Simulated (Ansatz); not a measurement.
A relaxation computed with Ansatz, from input to last step.

```yaml
crystal:
  lattice:
    - [4.4282675512, 0.0, 0.0]
    - [-2.2141337756, 3.8349921941, 0.0]
    - [0.0, 0.0, 7.9304809408]
  atoms:
    - { symbol: Ca, position: [0.0, 0.0, 0.0] }
    - { symbol: Mn, position: [0.6666666667, 0.3333333333, 0.605700398], spin: 4.16 }
    - { symbol: Mn, position: [0.3333333333, 0.6666666667, 0.394299602], spin: 4.16 }
    - { symbol: Bi, position: [0.6666666667, 0.3333333333, 0.2533067259] }
    - { symbol: Bi, position: [0.3333333333, 0.6666666667, 0.7466932741] }
basis:
  ecutwfc: 420
kpoints:
  mp_grid: { grid: [12, 12, 6] }
hamiltonian:
  xc: pbesol
scf:
  occupations: { method: gaussian, width: 0.1 }
output:
  forces: true
  stress: true
  eigenvalues: true
  populations: true
magnetization:
  spin_polarized: true
relax:
  adjacent_minimum: "off"
  f_tol: 0.01
  max_steps: 30
  cell: { stress_tol: 0.1, fix: [volume] }
```

```bash
ansatz run input.yaml --threads 2 --pin off --max-ram 5120MiB --backend cpu --events-out ev --progress --plain --runs-dir out
```

The calculation used DFT PBEsol, scalar-relativistic, plane waves, PAW (Ansatz).

The volume is held at 1.03 times that of the relaxed cell.

Of 5 frames 4 are shown, positions in Å and forces in eV/Å; the SCF threshold varies from step to step. Steps run on the plane waves of an earlier cell, with a Pulay correction in the pressure. The basis is chosen afresh for the last frame, the zero of the energies, and at times for earlier ones too; energy and pressure step there, also at an unchanged geometry.

```xyz
5
Lattice="4.4283 0.0000 0.0000 -2.2141 3.8350 0.0000 0.0000 0.0000 7.9305" Properties=species:S:1:pos:R:3:forces:R:3 pbc="T T T" step=1 free_energy_over_end_meV_per_atom=0.46 pressure_GPa=-0.99
Ca    0.0000    0.0000    0.0000    0.0000    0.0000    0.0000
Mn    2.2141    1.2783    4.8035    0.0000    0.0000    0.0304
Mn    0.0000    2.5567    3.1270    0.0000    0.0000   -0.0304
Bi    2.2141    1.2783    2.0088    0.0000    0.0000    0.0369
Bi    0.0000    2.5567    5.9216    0.0000    0.0000   -0.0369
5
Lattice="4.4381 0.0000 0.0000 -2.2190 3.8435 0.0000 0.0000 0.0000 7.8955" Properties=species:S:1:pos:R:3:forces:R:3 pbc="T T T" step=2 free_energy_over_end_meV_per_atom=0.18 pressure_GPa=-0.88
Ca    0.0000    0.0000    0.0000    0.0000    0.0000    0.0000
Mn    2.2190    1.2812    4.7949    0.0000    0.0000    0.0118
Mn    0.0000    2.5623    3.1006    0.0000    0.0000   -0.0118
Bi    2.2190    1.2812    2.0068    0.0000    0.0000   -0.0274
Bi    0.0000    2.5623    5.8887    0.0000    0.0000    0.0274
5
Lattice="4.4463 0.0000 0.0000 -2.2231 3.8506 0.0000 0.0000 0.0000 7.8663" Properties=species:S:1:pos:R:3:forces:R:3 pbc="T T T" step=3 free_energy_over_end_meV_per_atom=0.05 pressure_GPa=-0.81
Ca    0.0000    0.0000    0.0000    0.0000    0.0000    0.0000
Mn    2.2231    1.2835    4.7854    0.0000    0.0000    0.0058
Mn    0.0000    2.5671    3.0809    0.0000    0.0000   -0.0058
Bi    2.2231    1.2835    1.9948    0.0000    0.0000   -0.0208
Bi    0.0000    2.5671    5.8715    0.0000    0.0000    0.0208
5
Lattice="4.4537 0.0000 0.0000 -2.2269 3.8570 0.0000 0.0000 0.0000 7.8401" Properties=species:S:1:pos:R:3:forces:R:3 pbc="T T T" step=5 free_energy_over_end_meV_per_atom=0.00 pressure_GPa=-0.75
Ca    0.0000    0.0000    0.0000    0.0000    0.0000    0.0000
Mn    2.2269    1.2857    4.7766    0.0000    0.0000    0.0010
Mn    0.0000    2.5714    3.0634    0.0000    0.0000   -0.0010
Bi    2.2269    1.2857    1.9807    0.0000    0.0000    0.0049
Bi    0.0000    2.5714    5.8594    0.0000    0.0000   -0.0049
```

Time: 2.1 min on 2 threads of Intel(R) Xeon(R) 6975P-C (Granite Rapids), with other jobs on the host, peak memory 1.1 GiB.

The state reached may not be the lowest one. Spin-orbit coupling is left out, which matters for the bands of heavy elements. The program reads another magnetic order as possibly lower. Only parallel moments were tried here.